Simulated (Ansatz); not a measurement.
Ansatz (a first-principles code) input:

Ansatz 0.2 input:
```yaml
crystal:
  lattice:
    - [-1.9018363533, 1.9018363533, 3.4306469426]
    - [1.9018363533, -1.9018363533, 3.4306469426]
    - [1.9018363533, 1.9018363533, -3.4306469426]
  atoms:
    - { symbol: Ba, position: [0.0, 0.0, 0.0] }
    - { symbol: O, position: [0.3936887129, 0.3936887129, 0.0] }
    - { symbol: O, position: [0.6063112871, 0.6063112871, 0.0] }
kpoints:
  mp_grid: { grid: [8, 8, 8] }
hamiltonian:
  xc: hse06
  pseudopotentials: { kind: paw }
magnetization: { noncollinear: true, spin_orbit: true }
scf:
  n_extra_bands: 12
  occupations: { method: gaussian, width: 0.02 }
output:
  eigenvalues: true
  eigenstates:
    e_range: [-9.0, 13.6]
    kpoints:
      - [-0.5, -0.5, -0.5]  # VBM
      - [0.5, 0.5, -0.5]  # CBM
      - [0.0, 0.0, 0.0]  # GAMMA
      - [0.5, 0.5, -0.5]  # M
      - [0.0, 0.0, 0.5]  # X
      - [0.25, 0.25, 0.25]  # P
      - [0.0, 0.5, 0.0]  # N
      - [-0.3268306038, 0.3268306038, 0.3268306038]  # S_0
      - [0.3268306038, 0.6731693962, -0.3268306038]  # S
      - [-0.1536612075, 0.1536612075, 0.5]  # R
      - [0.5, 0.5, -0.1536612075]  # G
```

Output (shortened):

```
Pseudopotentials: kind: paw_fr
Pseudopotential: Ba, paw_fr, valence charge 10
Pseudopotential: O, paw_fr, valence charge 6
Functional definition: HSE06
non-collinear run that drives no moment, with spin-orbit …
Crystal: 3 atoms, lattice volume = 49.634 Å³
Basis set: ecut = 420 eV, 983 PW (Γ)
Bands: 34, of which v1, the nominal top of the filled ones, is band 22 counted from 1 (21 counted from 0)
Symmetry: 16 space group operations + 16 with time reversal
k-points: 59 of 512
Projection manifold: j_resolved (fully-relativistic pseudo-atomic orbitals)
PAW frozen core: Ba, regenerated for the run's functional, and the local potential with it
PAW frozen core: O, regenerated for the run's functional, and the local potential with it
Initial density: superposition of atomic densities (chi_scale 0.1, normalization cell, long waves kept (reshape's long-wave potential 0.00 eV rms))
Initial wavefunctions: pseudopotential atomic-orbital guess
Eigensolver: davidson
Functional: x = pbe(κ = 0.804, μ = 0.2195149727645171), c = pbe(β = 0.06672455060314922), warm-up for x = pbe(κ = 0.804, μ = 0.2195149727645171) + 0.25 (exact …
SCF iter   1: F=—  HF=-7091.619900 eV  |F-HF|=—  |Δ(HF+E_count)|=         —  Δρ=1.17e-1  dr2=6.30e0  dr2_m=0.00e0 (ungated)  ethr=1.00e-1  |M|=0.00e0 ∫|m|=0.00e0 μB  |m|>n=0.0e0 m-floor=0.0e0 τ_xc=0.0e0  β_m=0.30  ⟨swp⟩=6.9  Hψ=8200  notcnv=0
preconditioner: auto → none
SCF iter   2: F=—  HF=-7090.018759 eV  |F-HF|=—  |Δ(HF+E_count)|=    1.60e0  Δρ=6.29e-2  dr2=7.08e-1  dr2_m=0.00e0 (ungated)  ethr=2.86e-2  |M|=0.00e0 ∫|m|=0.00e0 μB  |m|>n=0.0e0 m-floor=0.0e0 τ_xc=0.0e0  β_m=0.32  ⟨swp⟩=5.9  Hψ=5898  notcnv=0  defer=51
SCF iter   3: F=—  HF=-7089.898605 eV  |F-HF|=—  |Δ(HF+E_count)|=   1.20e-1  Δρ=3.92e-2  dr2=2.53e-1  dr2_m=0.00e0 (ungated)  ethr=3.22e-3  |M|=0.00e0 ∫|m|=0.00e0 μB  |m|>n=0.0e0 m-floor=0.0e0 τ_xc=0.0e0  β_m=0.55  ⟨swp⟩=4.6  Hψ=4619  notcnv=0  defer=121
iter 4 solved again at ethr=1.24e-5 eV; its pass at ethr=1.15e-3 eV (dr2=2.74e-3 eV) is discarded
SCF iter   4: F=—  HF=-7089.869040 eV  |F-HF|=—  |Δ(HF+E_count)|=   2.96e-2  Δρ=4.27e-3  dr2=3.02e-3  dr2_m=0.00e0 (ungated)  ethr=1.24e-5  |M|=0.00e0 ∫|m|=0.00e0 μB  |m|>n=0.0e0 m-floor=0.0e0 τ_xc=0.0e0  β_m=0.63  ⟨swp⟩=6.9  Hψ=13420  notcnv=0  defer=152
SCF iter   5: F=-7089.870893 eV  HF=-7089.870820 eV  |F-HF|=7.36e-5  |Δ(HF+E_count)|=   1.78e-3  Δρ=6.69e-4  dr2=1.24e-4  dr2_m=0.00e0 (ungated)  ethr=1.24e-5  |M|=0.00e0 ∫|m|=0.00e0 μB  |m|>n=0.0e0 m-floor=0.0e0 τ_xc=0.0e0  ⟨swp⟩=5.2  Hψ=5875  notcnv=0  defer=108
SCF 1 stopped early in 5 iterations: F = -7089.870893 eV  dr2 = 1.24e-4
orbital symmetrization limited by the memory budget …
Crystal: 3 atoms, lattice volume = 49.634 Å³
Projection manifold: j_resolved (fully-relativistic pseudo-atomic orbitals)
Initial density: handed on by an earlier stage of this run
Initial wavefunctions: those handed on with the density
Functional: x = pbe(κ = 0.804, μ = 0.2195149727645171) + 0.25 (exact − pbe) at short range (hse, ω = 0.20786987370883472 Å⁻¹), c = pbe(β = 0.06672455060314922); HSE06 as pw.x's `hse` composes it (authors' and Libxc's form: `xc: wpbeh`)
Exchange kernel: α = 0.2500, screened, ω = 0.2079 Å⁻¹, Wigner–Seitz truncation, v(0) = 1046.9308 eV·Å³, q-mesh 8×8×8, nearest image of the exchange supercell L …
Frozen-core exchange: fock
SCF iter   1: F=—  HF=-7087.798201 eV  |F-HF|=—  |Δ(HF+E_count)|=         —  Δρ=8.07e-3  dr2=3.73e-2  dr2_m=0.00e0 (ungated)  ethr=5.63e-6  |M|=0.00e0 ∫|m|=0.00e0 μB  |m|>n=0.0e0 m-floor=0.0e0 τ_xc=0.0e0  β_m=0.30  ⟨swp⟩=12.6  Hψ=12096  notcnv=0
preconditioner: auto → none
SCF iter   2: F=—  HF=-7087.787871 eV  |F-HF|=—  |Δ(HF+E_count)|=   1.03e-2  Δρ=4.60e-3  dr2=7.21e-3  dr2_m=0.00e0 (ungated)  ethr=5.63e-6  |M|=0.00e0 ∫|m|=0.00e0 μB  |m|>n=0.0e0 m-floor=0.0e0 τ_xc=0.0e0  β_m=0.65  ⟨swp⟩=4.9  Hψ=7366  notcnv=0  defer=6
SCF iter   3: F=—  HF=-7087.793229 eV  |F-HF|=—  |Δ(HF+E_count)|=   5.36e-3  Δρ=1.15e-3  dr2=8.17e-4  dr2_m=0.00e0 (ungated)  ethr=5.63e-6  |M|=0.00e0 ∫|m|=0.00e0 μB  |m|>n=0.0e0 m-floor=0.0e0 τ_xc=0.0e0  β_m=0.65  ⟨swp⟩=5.8  Hψ=7187  notcnv=0  defer=46
SCF iter   4: F=—  HF=-7087.792981 eV  |F-HF|=—  |Δ(HF+E_count)|=   2.49e-4  Δρ=2.15e-4  dr2=1.51e-5  dr2_m=0.00e0 (ungated)  ethr=3.12e-6  |M|=0.00e0 ∫|m|=0.00e0 μB  |m|>n=0.0e0 m-floor=0.0e0 τ_xc=0.0e0  β_m=0.68  ⟨swp⟩=3.9  Hψ=5229  notcnv=0  defer=32
SCF iter   5: F=—  HF=-7087.793059 eV  |F-HF|=—  |Δ(HF+E_count)|=   7.83e-5  Δρ=1.58e-4  dr2=1.03e-5  dr2_m=0.00e0 (ungated)  ethr=4.24e-8  |M|=0.00e0 ∫|m|=0.00e0 μB  |m|>n=0.0e0 m-floor=0.0e0 τ_xc=0.0e0  β_m=0.68  ⟨swp⟩=5.2  Hψ=6828  notcnv=0  defer=19
SCF iter   6: F=-7087.793055 eV  HF=-7087.793055 eV  |F-HF|=2.29e-7  |Δ(HF+E_count)|=   3.69e-6  Δρ=2.42e-5  dr2=4.22e-7  dr2_m=0.00e0 (ungated)  ethr=4.24e-8  |M|=0.00e0 ∫|m|=0.00e0 μB  |m|>n=0.0e0 m-floor=0.0e0 τ_xc=0.0e0  ⟨swp⟩=3.1  Hψ=3711  notcnv=0  defer=9
SCF 2 stopped early in 6 iterations: F = -7087.793055 eV  dr2 = 4.22e-7
hybrid outer 1: dexx = +8.681e-3 eV, tail = 2.63e-5 eV
Crystal: 3 atoms, lattice volume = 49.634 Å³
Projection manifold: j_resolved (fully-relativistic pseudo-atomic orbitals)
Exchange kernel: α = 0.2500, screened, ω = 0.2079 Å⁻¹, Wigner–Seitz truncation, v(0) = 1046.9308 eV·Å³, q-mesh 8×8×8, nearest image of the exchange supercell L …
Frozen-core exchange: fock
SCF iter   1: F=—  HF=-7087.793038 eV  |F-HF|=—  |Δ(HF+E_count)|=         —  Δρ=8.25e-5  dr2=2.12e-6  dr2_m=0.00e0 (ungated)  ethr=5.99e-7  |M|=0.00e0 ∫|m|=0.00e0 μB  |m|>n=0.0e0 m-floor=0.0e0 τ_xc=0.0e0  β_m=0.30  ⟨swp⟩=7.9  Hψ=6040  notcnv=0
preconditioner: auto → none
iter 2 solved again at ethr=6.91e-10 eV; its pass at ethr=9.04e-9 eV (dr2=1.52e-7 eV) is discarded
SCF iter   2: F=—  HF=-7087.793038 eV  |F-HF|=—  |Δ(HF+E_count)|=   2.21e-7  Δρ=2.41e-5  dr2=1.69e-7  dr2_m=0.00e0 (ungated)  ethr=6.91e-10  |M|=0.00e0 ∫|m|=0.00e0 μB  |m|>n=0.0e0 m-floor=0.0e0 τ_xc=0.0e0  β_m=0.61  ⟨swp⟩=4.1  Hψ=8410  notcnv=0
SCF iter   3: F=—  HF=-7087.793038 eV  |F-HF|=—  |Δ(HF+E_count)|=   5.24e-8  Δρ=1.64e-5  dr2=1.93e-7  dr2_m=0.00e0 (ungated)  ethr=6.68e-10  |M|=0.00e0 ∫|m|=0.00e0 μB  |m|>n=0.0e0 m-floor=0.0e0 τ_xc=0.0e0  β_m=0.56  ⟨swp⟩=4.0  Hψ=4405  notcnv=0
SCF iter   4: F=-7087.793038 eV  HF=-7087.793038 eV  |F-HF|=2.64e-8  |Δ(HF+E_count)|=   5.03e-8  Δρ=6.97e-6  dr2=5.46e-8  dr2_m=0.00e0 (ungated)  ethr=6.68e-10  |M|=0.00e0 ∫|m|=0.00e0 μB  |m|>n=0.0e0 m-floor=0.0e0 τ_xc=0.0e0  ⟨swp⟩=2.1  Hψ=3316  notcnv=0
SCF 3 converged in 4 iterations: F = -7087.793038 eV  dr2 = 5.46e-8
hybrid outer 2: dexx = +2.789e-7 eV, tail = 1.18e-7 eV, Δε = 1.95e-3 eV (about 1.62e-4 eV left of the loop's levels)
NSCF: frozen V_eff on 11 k-points
hybrid SCF converged: 2 outer / 10 inner (+5 warm-up), last move |dexx| = 2.79e-7 eV, tail = 1.18e-7 eV
Stability not checked (fock_operator)
Magnetization: |M| = 0.0000 μB,  M = (+0.0000, +0.0000, +0.0000) μB
Absolute magnetization: 0.0000 μB (∫|m|)
  site 0: m = (+0.0000, +0.0000, +0.0000) μB, |m| = 0.0000 μB  (R = 1.11 Å)
  site 1: m = (+0.0000, +0.0000, +0.0000) μB, |m| = 0.0000 μB  (R = 0.60 Å)
  site 2: m = (+0.0000, +0.0000, +0.0000) μB, |m| = 0.0000 μB  (R = 0.60 Å)
Free energy (F): -7087.793038 eV
Frozen-core exchange: fock
Harris-Foulkes:  -7087.793038 eV  (|F-HF|=2.64e-8)
Internal energy: -7087.793038 eV  (E = F + TS)
E sigma→0 (E₀):  -7087.793038 eV
Fermi energy:    9.425490 eV
--- Per-component energies (eV) ---
  E_band       = -66.075471
  E_kinetic    = 521.135859
  E_local      = -975.792165  (includes V_loc(G=0)·N_el)
  E_nonlocal   = 150.860017
  E_hartree    = 353.855488
  E_xc         = -254.750912
  E_vxc        = -260.283604  (∫ρ·V_xc dr)
  E_exx        = -57.384535  (= α·E_x^exact, valence–valence)
  E_paw        = -5548.531825  (= ΣΔE_a)
  E_vpaw       = -94.936871  (= ΣTr[D̂ρ^β])
  E_aug_tail   = 0.004736  (compensation charges beyond the density's cutoff)
  E_ewald      = -1276.993678
  E_core_change = -0.196022  (= ΣΔE_core)
  E_smearing   =  0.000000  (= −TS)
  E_closure    = 0.000000  (closes the sum)
  Σ components = -7087.793038   (vs F -7087.793038, Δ=9.09e-13)
  [band-id]    e_kinetic+e_local+e_nonlocal+2·e_hartree+e_vxc+2·e_exx+e_vpaw+e_augmentation_tail = -66.070123   (vs E_band -66.075471, Δ=5.35e-3)
--- Band table (eV; the first three rows and the last of 59) ---
  k-point 0: bands = ["-20.0561", "-20.0561", "-14.9186", "-14.9186", "-7.9606", "-7.9606", "-5.1551", "-5.1551", "-3.0878", "-3.0878", "-3.0566", "-3.0566", "1.3269", "1.3269", "3.5606", "3.5606", "3.7224", "3.7224", "6.4066", "6.4066", "6.4360", "6.4360", "12.4432", "12.4432", "13.8971", "13.8971", "15.6419", "15.6419", "16.3161", "16.3161", "16.6153", "16.6153", "17.0710", "17.0710"]
  k-point 1: bands = ["-19.9799", "-19.9799", "-15.0188", "-15.0188", "-8.0025", "-8.0025", "-5.1663", "-5.1663", "-3.1765", "-3.1765", "-2.9790", "-2.9790", "1.4030", "1.4030", "2.9949", "2.9949", "3.6879", "3.6879", "6.2385", "6.2385", "6.7317", "6.7317", "13.1470", "13.1470", "14.6523", "14.6523", "15.5679", "15.5679", "16.1722", "16.1722", "16.3967", "16.3967", "16.6237", "16.6237"]
  k-point 2: bands = ["-19.8054", "-19.8054", "-15.1875", "-15.1875", "-8.1243", "-8.1243", "-5.3116", "-5.3116", "-3.4514", "-3.4514", "-3.0755", "-3.0755", "1.6111", "1.6111", "2.5995", "2.5995", "3.8234", "3.8234", "5.8299", "5.8299", "7.2549", "7.2549", "15.0098", "15.0098", "15.3784", "15.3784", "15.6237", "15.6237", "15.7176", "15.7176", "16.0831", "16.0831", "16.7079", "16.7079"]
  k-point 58: bands = ["-19.8402", "-19.8402", "-15.0645", "-15.0645", "-9.0767", "-9.0767", "-5.0909", "-5.0909", "-3.4117", "-3.4117", "-2.6993", "-2.6993", "2.3481", "2.3481", "3.5626", "3.5626", "3.8102", "3.8102", "7.5371", "7.5371", "7.5692", "7.5692", "11.2818", "11.2818", "14.4223", "14.4223", "15.1695", "15.1695", "17.3295", "17.3295", "17.7063", "17.7063", "17.9723", "17.9723"]
  band table: 34 of 34 bands, residual norms ≤ 1.0e-3 eV
```

Cost: roughly 26 core-minutes on shared cores.

The points marked VBM and CBM come from a semilocal run.

Space group I4/mmm (MoSi2 or CaC2 type). The workflow started from a Materials Project entry (that database holds measured and hypothetical structures alike); the Crystallography Open Database files this formula in space group No. 139, but the cells were not matched. Whether it is the stable phase at ambient conditions was not checked. Symmetry was held in the HSE06 relaxation; its stability against distortions is not shown here.

Potentials: the later of the program's two PAW sets.

Ansatz is a plane-wave DFT program.
